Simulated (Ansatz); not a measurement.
Values for one crystal, relaxed and computed with plane-wave PAW PBEsol (Ansatz code); other levels are named.

| Item | Value |
|---|---|
| Volume per atom | 20.39 Å³ |
| Electronic character | metallic (no gap) |
| Formation energy from the elements (no fitted shifts) | -0.70 eV/atom |
| Bulk modulus (Birch–Murnaghan fit) | 61.5 GPa |
| Density of states at the Fermi level | 0.04 states/eV per atom (mean over ±0.08 eV) |
| Pressure derivative B′ | 4.3 |

### Question
Pick the material that matches.
A) ZnGaNO, P3m1 (Ga on 1b, N on 1b, Zn on 1c, O on 1c)
B) BaGe2, I4_1/amd (Ba on 4a, Ge on 8e)
C) BP, rock salt
D) BaZn2P2, I4/mmm (Ba on 2a, P on 4e, Zn on 4d)

### Answer
D, BaZn2P2, I4/mmm (Ba on 2a, P on 4e, Zn on 4d)

The workflow started from an entry of the Crystallography Open Database (COD). Whether it is the stable phase at ambient conditions was not checked. The PBEsol relaxation kept the symmetry of its start; whether a distortion lowers the energy is not shown. A small band overlap can be real or an error of a semilocal functional. The references are the lowest solids computed at this level, not always the standard phases. Scalar-relativistic: spin–orbit coupling is off unless named, which matters more the heavier the elements.

Potentials: the later of the program's two PAW sets.
